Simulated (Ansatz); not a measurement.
BN (zinc blende, space group No. 216) under volume change, DFT-PBE in the program Ansatz with PAW potentials, scaled uniformly.

| V (Å³/atom) | E − E(relaxed) (meV/atom) | P (GPa) |
|---|---|---|
| 5.417 | 64.7 | 41.61 |
| 5.596 | 27.3 | 25.72 |
| 5.775 | 6.5 | 11.94 |
| 5.953 | 0.0 | -0.02 |
| 6.132 | 6.0 | -10.41 |
| 6.310 | 22.7 | -19.44 |
| 6.489 | 48.9 | -27.29 |

Question: What does a third-order Birch–Murnaghan fit give for V₀, B₀ and B′?

Answer: V₀ = 5.95 Å³/atom, B₀ = 371 GPa, B′ = 3.7.

Space group F-43m (zinc blende). The PBE relaxation kept the symmetry of its start; phonons on a q-mesh show no instability.

Potentials: the later of the program's two PAW sets.
